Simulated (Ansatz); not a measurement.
Stability checks on a candidate for VMoSe4

It was reached by relaxing an invented guess, and it needn't be the stable form of this composition.

Method: Ansatz, DFT PBE, scalar-relativistic, plane waves, PAW. Settings of the last relaxation (6-atom cell): 420 eV, 12×12×4 k points, Gaussian smearing of 0.10 eV, collinear spin.

```
CELL_PARAMETERS angstrom
3.32903 0.00000 0.00000
-1.66451 2.88302 0.00000
0.00000 0.00000 15.90772
ATOMIC_POSITIONS crystal
V 0.00000 0.00000 0.50000
Mo 0.00000 0.00000 0.00000
Se 0.33333 0.66667 0.10472
Se 0.33333 0.66667 0.60069
Se 0.33333 0.66667 0.39931
Se 0.33333 0.66667 0.89528
```

The zero of energy is the elements' standard structures at the same level; no fitted shifts are applied.

Problem. These tests were run: energy against the elements; phonons at Γ. What do they show?

Solution.

| test | result |
| --- | --- |
| energy against the elements | −0.698 eV/atom |
| phonons at Γ | lowest optical mode ≈0 cm⁻¹ |

It fails none of these tests outright. Other phases of the system weren't compared here, so this isn't yet thermodynamic stability. Phonons away from Γ weren't computed. Undecided within the accuracy: phonons at Γ.

Weakly bound directions are ill-defined at this level, which has no dispersion term. No Hubbard U is applied to the 3d shell of V. The reference form of Se is held partly by dispersion forces, which this level lacks. The magnetic state reached may not be the lowest. The run for the phonons used a 12×12×4 k mesh. The cell carries site moments V 0.9 μB.
